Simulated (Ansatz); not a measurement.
MgB2:
```xyz
3
Lattice="3.0328 0.0000 0.0000 -1.5164 2.6265 0.0000 0.0000 0.0000 3.4647" Properties=species:S:1:pos:R:3 pbc="T T T"
Mg     0.0000     0.0000     0.0000
B      0.0000     1.7510     1.7324
B      1.5164     0.8755     1.7324
```

Relaxed with LDA.

List the phonon frequencies at the special points (DFPT on a 4×4×3 q-mesh, Fourier-interpolated; plane-wave PAW LDA (Ansatz code)).

In cm⁻¹; no LO–TO term at Γ, as the run had none.

```csv
q,frequencies
Γ,0 0 0 346 346 414 618 618 706
M,263 273 341 430 471 504 755 757 774
K,278 306 306 472 472 687 746 746 811
A,232 232 235 235 322 406 578 578 644
L,266 283 314 473 499 531 763 775 784
H,283 308 308 506 506 682 742 742 775
```

Space group P6/mmm. Symmetry was held in the LDA relaxation; phonons on a q-mesh show no instability. As this level gives no gap, phonon frequencies hold no LO–TO term and depend on the k-mesh and smearing (Fermi–Dirac, 0.1 eV here).

Potentials: the later of the program's two PAW sets.
